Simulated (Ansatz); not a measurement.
The guess for La4H was made by a generator: random cell by space group and Wyckoff sites (Im-3m, No. 229). Lengths were set from tabulated atomic sizes, so they are only a guess.

```
CELL_PARAMETERS angstrom
-3.13277 3.13277 3.13277
3.13277 -3.13277 3.13277
3.13277 3.13277 -3.13277
ATOMIC_POSITIONS crystal
La 0.50000 0.50000 0.50000
La 0.00000 0.00000 0.50000
La 0.00000 0.50000 0.00000
La 0.50000 0.00000 0.00000
H 0.00000 0.00000 0.00000
```

Computed with DFT PBE, scalar-relativistic, plane waves, PAW (Ansatz 0.2.0). Cutoff 420 eV, Gaussian smearing, Γ-centred meshes. Cell and atoms relax first on a coarse mesh and then on a finer one. In between, the cell is made exact in the group found at 0.06 Å. In metals the finer mesh still leaves noise of several meV/atom or more. The steps can't lower the symmetry of their start. No spin polarisation.

A guess keeps its type if space group and coordination stay and the shape of the cell changes little (axis ratios within about 15 %, angles within 6°); the volume may change.

Task: Does it keep its structure type, or change into something else?

Result: It keeps its type: symmetry leaves only the cell edge free. The symmetry stays Im-3m (No. 229). The volume per atom grows by 16.1 %, from 24.6 to 28.6 Å³. The shortest distance goes from 2.71 Å (La–H) to 2.85 Å (La–H). Counting neighbours within 15 % of an atom's shortest distance, the start has H 8, La 2 and the end H 8, La 2.

Energies over the elements count from the elements' standard structures at the same level (H₂ as a molecule), with no fitted energy shifts.

Task: At what energy does it end?

Result: +0.31 eV/atom. The separate elements lie lower, so it is unstable against them.

The last run used an 8×8×8 mesh for its 5-atom cell and Gaussian smearing of 0.10 eV. The cell is a metal run without spin; a magnetic state may lie lower. With hydrogen, zero-point motion can shift formation energies by some tens of meV/atom. Symmetry constrained the relaxation, so the result can be a saddle point.
